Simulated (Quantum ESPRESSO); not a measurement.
Ca₂MgZnO₄ (made-up cell), MgAl₃N₄ (made-up cell) (calculated)

All values are calculated (Quantum ESPRESSO 7.5). Calculation on a made-up crystal cell, not a measurement: periodic Kohn-Sham density functional theory in plane waves with PseudoDojo standard norm-conserving scalar-relativistic pseudopotentials, each functional with its own files (v0.5 for PBE, v0.4.1 for LDA and PBEsol), no spin polarisation, no spin-orbit coupling, atoms not relaxed, stress positive in tension, energies less a fixed whole-eV offset for each atom's element; levels are Kohn-Sham levels at fractions of this cell's reciprocal vectors, counted from the reference band (half the neutral cell's valence electrons, rounded up) at Gamma; error bars cover cutoff and k-mesh only, not smearing or the files; added strain carries the atoms with the cell, and shear is the tensor component; each bar is the largest change over components, and at least 0.002 eV, 0.002 eV per angstrom or 0.02 GPa; energies are for the whole cell, and the offsets were chosen from early runs and are not element reference energies.

Settings shared by all entries: lattice type rocksalt; functional pbe; cutoff 1143 eV; scf tolerance 1e-07 eV; electrons removed 0; added strain kind zz.

(1) Ca₂MgZnO₄ (made-up cell)

Unstrained structure:
```xyz
8
Lattice="4.5803 0.0528 -0.0325 0.0528 4.5264 -0.0334 -0.0325 -0.0334 4.5625" Properties=species:S:1:pos:R:3 Ca2MgZnO4
Ca     0.0295    -0.0456    -0.0168
Ca     0.0168     2.2527     2.2839
Mg     2.3471     0.0201     2.1808
Zn     2.3234     2.2855     0.0128
O      2.3143     0.0720    -0.0215
O      2.3019     2.3415     2.2577
O      4.6124     0.0365     2.3229
O      4.6338     2.2893    -0.0403
```

Here we set fermi dirac smearing 0.025 eV, added strain -0.0176, k mesh 4 x 4 x 4, shifted by half a step and structure shown before the added strain of -0.0176.

It finds free energy less offsets 0.6357 eV; smearing term minus ts 0 eV; scf iterations 12; pressure 6.443 GPa; stress xx -3.608 GPa; stress yy -6.667 GPa; stress zz -9.056 GPa; stress yz -1.342 GPa; stress xz -1.258 GPa; stress xy 2.029 GPa; error bar energy 0.002 eV; error bar stress 0.03699 GPa; error bar force 0.008338 eV/Å; error bars from tighter rerun of this cell.

Atoms:
```tsv
atoms element	atom site	atom energy offset (eV)
Ca	1	-1055
Ca	2	-1055
Mg	3	-1617
Zn	4	-5687
O	5	-452
O	6	-452
O	7	-452
O	8	-452
```

Forces:
```tsv
site	x (eV/Å)	y (eV/Å)	z (eV/Å)
1	0.06605	0.3879	0.6259
2	0.1439	-0.2216	-0.07139
3	-0.3008	-0.004932	0.505
4	-0.02744	-0.1306	-0.1961
5	0.1519	-0.03548	0.2462
6	0.2451	-0.1308	-0.1942
7	-0.2465	0.1069	-1.105
8	-0.03218	0.02853	0.1895
```

(2) Ca₂MgZnO₄ (made-up cell)

The structure is that of entry 1.

Here we set fermi dirac smearing 0.025 eV, added strain -0.0096, k mesh 4 x 4 x 4, shifted by half a step and structure shown before the added strain of -0.0096.

Results for Ca₂MgZnO₄ (made-up cell): free energy less offsets 0.5985 eV; smearing term minus ts 0 eV; scf iterations 12; pressure 5.193 GPa; stress xx -2.96 GPa; stress yy -5.95 GPa; stress zz -6.67 GPa; stress yz -1.338 GPa; stress xz -1.248 GPa; stress xy 2.048 GPa; error bar energy 0.002 eV; error bar stress 0.03699 GPa; error bar force 0.008338 eV/Å; error bars from tighter rerun of a related cell.

Atoms:
```tsv
atoms element	atom site	atom energy offset (eV)
Ca	1	-1055
Ca	2	-1055
Mg	3	-1617
Zn	4	-5687
O	5	-452
O	6	-452
O	7	-452
O	8	-452
```

Forces:
```tsv
site	x (eV/Å)	y (eV/Å)	z (eV/Å)
1	0.06359	0.3885	0.5543
2	0.1474	-0.217	-0.06059
3	-0.2987	-0.005752	0.4758
4	-0.02664	-0.1321	-0.1814
5	0.1497	-0.0373	0.2775
6	0.2454	-0.1328	-0.21
7	-0.2485	0.1036	-1.039
8	-0.03216	0.03288	0.1836
```

(3) Ca₂MgZnO₄ (made-up cell)

The structure is that of entry 1.

Here we set fermi dirac smearing 0.025 eV, added strain 0.0022, k mesh 4 x 4 x 4, shifted by half a step and structure shown before the added strain of 0.0022.

Results for Ca₂MgZnO₄ (made-up cell): free energy less offsets 0.5631 eV; smearing term minus ts 0 eV; scf iterations 11; pressure 3.507 GPa; stress xx -2.044 GPa; stress yy -4.938 GPa; stress zz -3.537 GPa; stress yz -1.328 GPa; stress xz -1.23 GPa; stress xy 2.075 GPa; error bar energy 0.002 eV; error bar stress 0.03699 GPa; error bar force 0.008338 eV/Å; error bars from tighter rerun of a related cell.

Atoms:
```tsv
atoms element	atom site	atom energy offset (eV)
Ca	1	-1055
Ca	2	-1055
Mg	3	-1617
Zn	4	-5687
O	5	-452
O	6	-452
O	7	-452
O	8	-452
```

Forces:
```tsv
site	x (eV/Å)	y (eV/Å)	z (eV/Å)
1	0.05979	0.3884	0.4555
2	0.1521	-0.21	-0.04607
3	-0.2959	-0.007144	0.4426
4	-0.02544	-0.1343	-0.1632
5	0.1462	-0.03968	0.3177
6	0.2458	-0.1354	-0.2309
7	-0.2509	0.09982	-0.9518
8	-0.0317	0.03841	0.1761
```

(4) Ca₂MgZnO₄ (made-up cell)

The structure is that of entry 1.

Here we set fermi dirac smearing 0.025 eV, added strain 0.0042, k mesh 4 x 4 x 4, shifted by half a step and structure shown before the added strain of 0.0042.

The calculation gives: free energy less offsets 0.5591 eV; smearing term minus ts 0 eV; scf iterations 12; pressure 3.237 GPa; stress xx -1.893 GPa; stress yy -4.772 GPa; stress zz -3.045 GPa; stress yz -1.325 GPa; stress xz -1.225 GPa; stress xy 2.079 GPa; error bar energy 0.002 eV; error bar stress 0.03699 GPa; error bar force 0.008338 eV/Å; error bars from tighter rerun of a related cell.

Atoms:
```tsv
atoms element	atom site	atom energy offset (eV)
Ca	1	-1055
Ca	2	-1055
Mg	3	-1617
Zn	4	-5687
O	5	-452
O	6	-452
O	7	-452
O	8	-452
```

Forces:
```tsv
site	x (eV/Å)	y (eV/Å)	z (eV/Å)
1	0.05907	0.3883	0.44
2	0.1528	-0.2088	-0.04434
3	-0.2953	-0.007389	0.4365
4	-0.02531	-0.135	-0.1599
5	0.1457	-0.04003	0.3242
6	0.2459	-0.1358	-0.2345
7	-0.2512	0.09934	-0.9376
8	-0.03154	0.03932	0.1755
```

(5) Ca₂MgZnO₄ (made-up cell)

The structure is that of entry 1.

Settings of this run: fermi dirac smearing 0.025 eV, added strain 0.0131, k mesh 4 x 4 x 4, shifted by half a step and structure shown before the added strain of 0.0131.

Results for Ca₂MgZnO₄ (made-up cell): free energy less offsets 0.5483 eV; smearing term minus ts 0 eV; scf iterations 12; pressure 2.099 GPa; stress xx -1.24 GPa; stress yy -4.051 GPa; stress zz -1.005 GPa; stress yz -1.315 GPa; stress xz -1.209 GPa; stress xy 2.097 GPa; error bar energy 0.002 eV; error bar stress 0.03699 GPa; error bar force 0.008338 eV/Å; error bars from tighter rerun of a related cell.

Atoms:
```tsv
atoms element	atom site	atom energy offset (eV)
Ca	1	-1055
Ca	2	-1055
Mg	3	-1617
Zn	4	-5687
O	5	-452
O	6	-452
O	7	-452
O	8	-452
```

Forces:
```tsv
site	x (eV/Å)	y (eV/Å)	z (eV/Å)
1	0.05595	0.3876	0.3724
2	0.1558	-0.2033	-0.0334
3	-0.2929	-0.008701	0.4116
4	-0.02446	-0.137	-0.1473
5	0.143	-0.04151	0.3515
6	0.2461	-0.1373	-0.2488
7	-0.2527	0.09744	-0.8758
8	-0.03089	0.04279	0.1698
```

(6) Ca₂MgZnO₄ (made-up cell)

The structure is that of entry 1.

Settings of this run: fermi dirac smearing 0.025 eV, added strain 0.0215, k mesh 4 x 4 x 4, shifted by half a step and structure shown before the added strain of 0.0215.

It finds free energy less offsets 0.5475 eV; smearing term minus ts 0 eV; scf iterations 12; pressure 1.108 GPa; stress xx -0.6487 GPa; stress yy -3.397 GPa; stress zz 0.7214 GPa; stress yz -1.303 GPa; stress xz -1.194 GPa; stress xy 2.114 GPa; error bar energy 0.002 eV; error bar stress 0.03699 GPa; error bar force 0.008338 eV/Å; error bars from tighter rerun of a related cell.

Atoms:
```tsv
atoms element	atom site	atom energy offset (eV)
Ca	1	-1055
Ca	2	-1055
Mg	3	-1617
Zn	4	-5687
O	5	-452
O	6	-452
O	7	-452
O	8	-452
```

Forces:
```tsv
site	x (eV/Å)	y (eV/Å)	z (eV/Å)
1	0.053	0.3867	0.3143
2	0.1586	-0.198	-0.02471
3	-0.2906	-0.01005	0.3902
4	-0.02376	-0.1392	-0.1361
5	0.1405	-0.04275	0.3748
6	0.2463	-0.1386	-0.2613
7	-0.2539	0.0962	-0.823
8	-0.03013	0.04565	0.1658
```

(7) Ca₂MgZnO₄ (made-up cell)

The structure is that of entry 1.

Settings of this run: fermi dirac smearing 0.025 eV, added strain 0.0247, k mesh 4 x 4 x 4, shifted by half a step and structure shown before the added strain of 0.0247.

Results for Ca₂MgZnO₄ (made-up cell): free energy less offsets 0.5494 eV; smearing term minus ts 0 eV; scf iterations 12; pressure 0.7499 GPa; stress xx -0.4292 GPa; stress yy -3.154 GPa; stress zz 1.334 GPa; stress yz -1.298 GPa; stress xz -1.187 GPa; stress xy 2.119 GPa; error bar energy 0.002 eV; error bar stress 0.03699 GPa; error bar force 0.008338 eV/Å; error bars from tighter rerun of a related cell.

Atoms:
```tsv
atoms element	atom site	atom energy offset (eV)
Ca	1	-1055
Ca	2	-1055
Mg	3	-1617
Zn	4	-5687
O	5	-452
O	6	-452
O	7	-452
O	8	-452
```

Forces:
```tsv
site	x (eV/Å)	y (eV/Å)	z (eV/Å)
1	0.05184	0.3863	0.2927
2	0.1595	-0.196	-0.02097
3	-0.2898	-0.0106	0.3827
4	-0.02348	-0.14	-0.1323
5	0.1396	-0.04318	0.3832
6	0.2464	-0.139	-0.2657
7	-0.2542	0.09587	-0.8039
8	-0.0298	0.04666	0.1642
```

(8) MgAl₃N₄ (made-up cell)

Unstrained structure:
```xyz
8
Lattice="4.1471 0.0000 0.0000 0.0000 4.1471 0.0000 0.0000 0.0000 4.1471" Properties=species:S:1:pos:R:3 MgAl3N4
Al    -0.0387     0.0180     0.0193
Mg    -0.0087     2.0699     2.0546
Al     2.1065    -0.0035     2.0947
Al     2.1171     2.0751     0.0009
N      2.0636     0.0265    -0.0334
N      2.0953     2.0840     2.0946
N      4.1696     0.0048     2.0872
N      4.1568     2.0592     0.0107
```

Settings of this run: fermi dirac smearing 0.1 eV, added strain -0.0197, k mesh 6 x 6 x 6, shifted by half a step and structure shown before the added strain of -0.0197.

The calculation gives: free energy less offsets -0.7788 eV; smearing term minus ts -0.1121 eV; scf iterations 11; pressure 3.047 GPa; stress xx -1.174 GPa; stress yy -1.208 GPa; stress zz -6.759 GPa; stress yz -0.02628 GPa; stress xz 0.02067 GPa; stress xy 0.008241 GPa; fermi level -0.5327 eV; reference band 20; error bar energy 0.004652 eV; error bar stress 0.02 GPa; error bar force 0.01038 eV/Å; error bar next band up 0.002 eV; error bar fermi level 0.002559 eV; error bars from tighter rerun of a related cell.

Atoms:
```tsv
atoms element	atom site	atom energy offset (eV)
Al	1	-64
Mg	2	-1617
Al	3	-64
Al	4	-64
N	5	-283
N	6	-283
N	7	-283
N	8	-283
```

Forces:
```tsv
site	x (eV/Å)	y (eV/Å)	z (eV/Å)
1	0.7011	-0.1606	-0.199
2	0.6084	0.143	0.5273
3	-0.464	0.07561	-0.2925
4	-0.5763	0.07515	0.03855
5	0.3038	-0.3372	0.7835
6	-0.2605	0.01525	-0.3702
7	-0.2475	-0.1285	-0.1954
8	-0.06504	0.3172	-0.2923
```

Levels:
```tsv
level k point	next band up (eV)
Gamma	3.848
(1/2,1/2,1/2)	5.519
(0.15,0,0)	4.315
(0,0.15,0)	4.311
(0,0,0.15)	4.273
```
